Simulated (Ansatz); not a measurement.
Structure: an 8-atom cell of InSe started from a crystallographic database, at its r2SCAN+rVV10 minimum. It is hexagonal, P6_3/mmc (No. 194); a = 4.018 Å, c = 16.926 Å in the conventional setting, 29.58 Å³ an atom. In is surrounded by 3 Se at 2.64 Å and 1 In at 2.79 Å; Se is surrounded by 3 In at 2.64 Å.

```cif
data_structure
_symmetry_space_group_name_H-M 'P6_3/mmc'
_symmetry_Int_Tables_number 194
_cell_length_a 4.0181
_cell_length_b 4.0181
_cell_length_c 16.9256
_cell_angle_alpha 90.000
_cell_angle_beta 90.000
_cell_angle_gamma 120.000
_cell_volume 236.66
loop_
_atom_site_label
_atom_site_type_symbol
_atom_site_symmetry_multiplicity
_atom_site_Wyckoff_symbol
_atom_site_fract_x
_atom_site_fract_y
_atom_site_fract_z
_atom_site_occupancy
In1 In 4 f 0.33333 0.66667 0.16770 1
Se1 Se 4 f 0.33333 0.66667 0.59279 1
```

The questions ask for values computed with Ansatz on this geometry. Calculated for a static, non-magnetic cell.

(1) Is there a gap with PBE, and of what kind?

(2) Estimate the gap with PBE+SOC on 12×12×2.

(3) Estimate the gap with PBE0 on 6×6×2.

(4) Order these levels by the gap that they give, smallest first.
A. r2SCAN
B. PBE0
C. PBE
D. HSE06

Results:

(1) The PBE gap is direct at Γ: 0.45 eV.

(2) PBE+SOC gives a direct gap of 0.42 eV at Γ. The gap differs by -0.03 eV from PBE's.

(3) The PBE0 gap is direct at Γ: 1.78 eV. The gap differs by +1.33 eV from PBE's.

(4) C (0.45 eV), A (0.88 eV), D (1.19 eV), B (1.78 eV).

Only the levels marked +SOC include spin-orbit coupling.

The meshes of the hybrids are coarse, so their gaps aren't converged to the digits shown.
